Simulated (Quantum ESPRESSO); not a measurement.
MgCa2ZnO4, input and log of a self-consistent run

Computed values, not a measurement. The program is pw.x of Quantum ESPRESSO 7.5 (plane-wave density functional theory). The cell is made up: 8 atoms on a rocksalt lattice, with randomly drawn elements, strain and displacements, not relaxed. PseudoDojo standard norm-conserving files (v0.5 for PBE, v0.4.1 for LDA and PBEsol) set the functional; there is no spin polarisation, spin-orbit coupling or dispersion term, and the masses in the input are unused placeholders.

Input:

```
&control calculation='scf', pseudo_dir='./dojo.nc.sr.pbe.v0_5.standard.upf', outdir='./o', disk_io='low', tprnfor=.true., tstress=.true. /
&system ibrav=0, nat=8, ntyp=4, nbnd=43, ecutwfc=105.61755193, nosym=.true., tot_charge=0,
 occupations='smearing', smearing='fd', degauss=0.0018374661
/
&electrons conv_thr=7.350e-09, electron_maxstep=60, /
ATOMIC_SPECIES
Ca 1.0 Ca.upf
Mg 1.0 Mg.upf
O 1.0 O.upf
Zn 1.0 Zn.upf
CELL_PARAMETERS angstrom
4.4398 0.0 0.0
0.0 4.4398 0.0
0.0 0.0 4.4398
ATOMIC_POSITIONS angstrom
Mg 0.0522 0.0253 -0.0286
Ca 0.077 2.2592 2.174
Zn 2.2536 -0.0125 2.1856
Ca 2.2085 2.2461 -0.0583
O 2.2492 0.0573 -0.0399
O 2.1985 2.2543 2.2142
O 4.4981 0.0048 2.2114
O 4.4751 2.1404 -0.0294
K_POINTS automatic
6 6 6 1 1 1
```

The log is shortened where brackets say so; the opening notice, blank lines, dates and the lines on written files are dropped, and the path of the files is cut. It prints rydbergs, bohrs and kilobars, and counts compression as positive stress.

```
     Program PWSCF v.7.5
     Parallel version (MPI & OpenMP), running on       4 processor cores
     Number of MPI processes:                 4
     Threads/MPI process:                     1
     [start-up lines left out]
     bravais-lattice index     =            0
     lattice parameter (alat)  =       8.3900  a.u.
     unit-cell volume          =     590.5910 (a.u.)^3
     number of atoms/cell      =            8
     number of atomic types    =            4
     number of electrons       =        74.00
     number of Kohn-Sham states=           43
     kinetic-energy cutoff     =     105.6176  Ry
     charge density cutoff     =     422.4702  Ry
     scf convergence threshold =      7.3E-09
     mixing beta               =       0.7000
     number of iterations used =            8  plain     mixing
     Exchange-correlation= PBE
                           (   1   4   3   4   0   0   0)
     [axes and pseudopotential details left out]
   Cartesian axes
     site n.     atom                  positions (alat units)
         1        Mg     tau(   1) = (   0.0117573   0.0056985  -0.0064417  )
         2        Ca     tau(   2) = (   0.0173431   0.5088518   0.4896617  )
         3        Zn     tau(   3) = (   0.5075904  -0.0028154   0.4922744  )
         4        Ca     tau(   4) = (   0.4974323   0.5059012  -0.0131312  )
         5        O      tau(   5) = (   0.5065994   0.0129060  -0.0089869  )
         6        O      tau(   6) = (   0.4951800   0.5077481   0.4987162  )
         7        O      tau(   7) = (   1.0131312   0.0010811   0.4980855  )
         8        O      tau(   8) = (   1.0079508   0.4820938  -0.0066219  )
     number of k points=   108  Fermi-Dirac smearing, width (Ry)=  0.0018
     Number of k-points >= 100: set verbosity='high' to print them.
     Dense  grid:    86551 G-vectors     FFT dimensions: (  60,  60,  60)
     Estimated max dynamical RAM per process >     311.87 MB
     Estimated total dynamical RAM >       1.16 GB
     Initial potential from superposition of free atoms
     starting charge      73.9892, renormalised to      74.0000
     Starting wfcs are   41 randomized atomic wfcs +    2 random wfcs
     total cpu time spent up to now is        4.8 secs
     per-process dynamical memory:   263.8 Mb
     Self-consistent Calculation
     iteration #  1     ecut=   105.62 Ry     beta= 0.70
     Davidson diagonalization with overlap
     ethr =  1.00E-02,  avg # of iterations =  6.9
     total cpu time spent up to now is       19.2 secs
     total energy              =    -823.68472945 Ry
     estimated scf accuracy    <       2.10968480 Ry
     iteration #  2     ecut=   105.62 Ry     beta= 0.70
     Davidson diagonalization with overlap
     ethr =  2.85E-03,  avg # of iterations =  4.3
     total cpu time spent up to now is       33.2 secs
     total energy              =    -824.04602848 Ry
     estimated scf accuracy    <       3.39132929 Ry
     iteration #  3     ecut=   105.62 Ry     beta= 0.70
     Davidson diagonalization with overlap
     ethr =  2.85E-03,  avg # of iterations =  3.3
     total cpu time spent up to now is       45.5 secs
     total energy              =    -824.70530367 Ry
     estimated scf accuracy    <       0.02951508 Ry
     iteration #  4     ecut=   105.62 Ry     beta= 0.70
     Davidson diagonalization with overlap
     ethr =  3.99E-05,  avg # of iterations =  8.3
     total cpu time spent up to now is       63.5 secs
     total energy              =    -824.72286881 Ry
     estimated scf accuracy    <       0.03781289 Ry
     iteration #  5     ecut=   105.62 Ry     beta= 0.70
     Davidson diagonalization with overlap
     ethr =  3.99E-05,  avg # of iterations =  2.0
     total cpu time spent up to now is       75.1 secs
     total energy              =    -824.72767236 Ry
     estimated scf accuracy    <       0.00317617 Ry
     [iterations 6 to 7 left out]
     iteration #  8     ecut=   105.62 Ry     beta= 0.70
     Davidson diagonalization with overlap
     ethr =  1.46E-07,  avg # of iterations =  2.0
     total cpu time spent up to now is      114.1 secs
     total energy              =    -824.72844990 Ry
     estimated scf accuracy    <       0.00001858 Ry
     iteration #  9     ecut=   105.62 Ry     beta= 0.70
     Davidson diagonalization with overlap
     ethr =  2.51E-08,  avg # of iterations =  3.3
     total cpu time spent up to now is      125.6 secs
     total energy              =    -824.72845404 Ry
     estimated scf accuracy    <       0.00000044 Ry
     iteration # 10     ecut=   105.62 Ry     beta= 0.70
     Davidson diagonalization with overlap
     ethr =  5.90E-10,  avg # of iterations =  4.8
     total cpu time spent up to now is      140.4 secs
     total energy              =    -824.72845425 Ry
     estimated scf accuracy    <       0.00000025 Ry
     iteration # 11     ecut=   105.62 Ry     beta= 0.70
     Davidson diagonalization with overlap
     ethr =  3.44E-10,  avg # of iterations =  2.0
     total cpu time spent up to now is      151.5 secs
     total energy              =    -824.72845428 Ry
     estimated scf accuracy    <          9.6E-09 Ry
     iteration # 12     ecut=   105.62 Ry     beta= 0.70
     Davidson diagonalization with overlap
     ethr =  1.29E-11,  avg # of iterations =  4.2
     total cpu time spent up to now is      165.6 secs
     End of self-consistent calculation
     [lines on levels left out]
!    total energy              =    -824.72845429 Ry
     estimated scf accuracy    <          5.1E-09 Ry
     smearing contrib. (-TS)   =      -0.00000000 Ry
     internal energy E=F+TS    =    -824.72845429 Ry
     The total energy is F=E-TS. E is the sum of the following terms:
     one-electron contribution =    -431.88485903 Ry
     hartree contribution      =     249.77355757 Ry
     xc contribution           =    -124.72159215 Ry
     ewald contribution        =    -517.89556068 Ry
     convergence has been achieved in  12 iterations
     Forces acting on atoms (cartesian axes, Ry/au):
     atom    1 type  2   force =    -0.00828931    0.00689630   -0.00223421
     atom    2 type  1   force =    -0.05189273   -0.02096742    0.00529794
     atom    3 type  4   force =     0.00326374    0.00685149    0.00028638
     atom    4 type  1   force =     0.03446796    0.00530974    0.02098280
     atom    5 type  3   force =     0.00215150   -0.02591510    0.00537777
     atom    6 type  3   force =     0.04367062    0.00349377   -0.02244613
     atom    7 type  3   force =    -0.00671933    0.00819379   -0.00458357
     atom    8 type  3   force =    -0.01665244    0.01613743   -0.00268097
     Total force =     0.093822     Total SCF correction =     0.000055
     Computing stress (Cartesian axis) and pressure
          total   stress  (Ry/bohr**3)                   (kbar)     P=      166.94
   0.00117348   0.00000020   0.00000694          172.62        0.03        1.02
   0.00000020   0.00111635   0.00000385            0.03      164.22        0.57
   0.00000694   0.00000385   0.00111458            1.02        0.57      163.96
     init_run     :      4.41s CPU      4.68s WALL (       1 calls)
     electrons    :    159.65s CPU    160.79s WALL (       1 calls)
     forces       :      1.92s CPU      1.93s WALL (       1 calls)
     stress       :      7.21s CPU      7.22s WALL (       1 calls)
     [timing details left out]
     PWSCF        :   2m53.43s CPU   2m54.92s WALL
     JOB DONE.
```

In other units: free energy -11221.002 eV for the cell, pressure 16.69 GPa, largest force component 1.334 eV/Å. This run is the check on a run of the same cell at 1143 eV and a 4 x 4 x 4 mesh: rerunning at 1437 eV and a 6 x 6 x 6 mesh moved values by no more than 0.002 eV in energy, 0.05 GPa in stress and 0.003 eV/Å in force.